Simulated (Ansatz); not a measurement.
ZrN:
```
ZrN
1.0
    0.00000     2.27607     2.27607
    2.27607     0.00000     2.27607
    2.27607     2.27607     0.00000
N Zr
1 1
Direct
  0.00000   0.00000   0.00000
  0.50000   0.50000   0.50000
```

Relaxed with PBEsol. Special points in fractions of this cell's reciprocal vectors: Γ (0.000, 0.000, 0.000); X (0.500, 0.000, 0.500); U (0.625, 0.250, 0.625); K (0.375, 0.375, 0.750); L (0.500, 0.500, 0.500); W (0.500, 0.250, 0.750).

Problem. List the band energies nearest the Fermi level at these points for the program Ansatz at the PBEsol with spin–orbit coupling level (PAW).

Solution. In eV from the Fermi level; about four levels below and three above (degenerate sets whole), none deeper than 8.9 eV; points with the same levels are listed once.

```json
[
 {"k": "Γ", "below": "-0.39 -0.39 -0.39 -0.39 -0.32 -0.32", "above": "1.69 1.69 1.69 1.69"},
 {"k": "X", "below": "-3.14 -3.14 -3.03 -3.03", "above": "3.55 3.55 4.73 4.73"},
 {"k": "U", "below": "-4.43 -4.43 -0.67 -0.67", "above": "3.58 3.58 3.88 3.88"},
 {"k": "L", "below": "-5.74 -5.74 -5.73 -5.73", "above": "3.18 3.18 3.25 3.25"},
 {"k": "W", "below": "-4.79 -4.79 -4.62 -4.62", "above": "1.09 1.09 1.13 1.13"}
]
```

Space group Fm-3m (rock salt). The PBEsol relaxation kept the symmetry of its start. The run is not spin-polarised. With an odd number of electrons in the cell and no spin polarisation, the count alone makes it a metal.

Potentials: the later of the program's two PAW sets.
